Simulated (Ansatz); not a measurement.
Ni$_{2}$P (space group P-62m)

```
Ni2P
1.0
    5.80475     0.00000     0.00000
   -2.90238     5.02706     0.00000
    0.00000     0.00000     3.31843
Ni P
6 3
Direct
  0.60033   0.00000   0.50000
  0.39967   0.39967   0.50000
  0.00000   0.60033   0.50000
  0.74060   0.74060   0.00000
  0.00000   0.25940   0.00000
  0.25940   0.00000   0.00000
  0.33333   0.66667   0.00000
  0.66667   0.33333   0.00000
  0.00000   0.00000   0.50000
```

The volume is varied about the relaxed value V₀ at fixed cell shape. The atoms relax within the cell's symmetry.

Computed with PBEsol (plane waves to 420 eV, PAW, scalar-relativistic; Ansatz, an electronic-structure program). k mesh 9×9×14 (Γ-centred), Fermi-Dirac smearing 0.05 eV. The energy includes the smearing's −TS. Stress and pressure are positive under compression. With the shape held, the modulus is that of even scaling; a crystal free to change shape is softer. Ni2P is run without spin polarisation. Ni2P was relaxed with its symmetry unable to fall. The zero of ΔE is the relaxed starting cell. The last digit holds for this mesh only.

```tsv
V (Å³/atom)	ΔE (meV/atom)
9.683	91.1
9.899	55.9
10.114	30.1
10.329	12.9
10.544	3.1
10.759	0.0
10.975	2.8
11.190	11.0
11.405	23.7
11.620	withheld
11.835	61.2
```

Fit a third-order Birch-Murnaghan form (E₀, V₀, B₀, B₀′ free) to the given rows and predict ΔE at V = 11.620.

Least squares on the 10 given rows: ΔE = E₀ + (9V₀B₀/16)·y²·[2 + (B₀′ − 4)y], y = (V₀/V)^(2/3) − 1, with V₀ = 10.760 Å³/atom, B₀ = 220.2 GPa (160.2 GPa = 1 eV/Å³; the term in eV is multiplied by 1000), B₀′ = 4.87, E₀ = 0.02 meV/atom; root-mean-square residual 0.06 meV/atom. At 11.620 the fit gives 40.7 meV/atom; the calculation gives 40.6 meV/atom, so the interpolation is off by 0.1 (+0.2 %). For the pressure the fit gives -14.0 GPa against the computed -14.0 GPa.

(Under strain, the slope of the energy per volume gives the stress and its curvature an elastic modulus.)
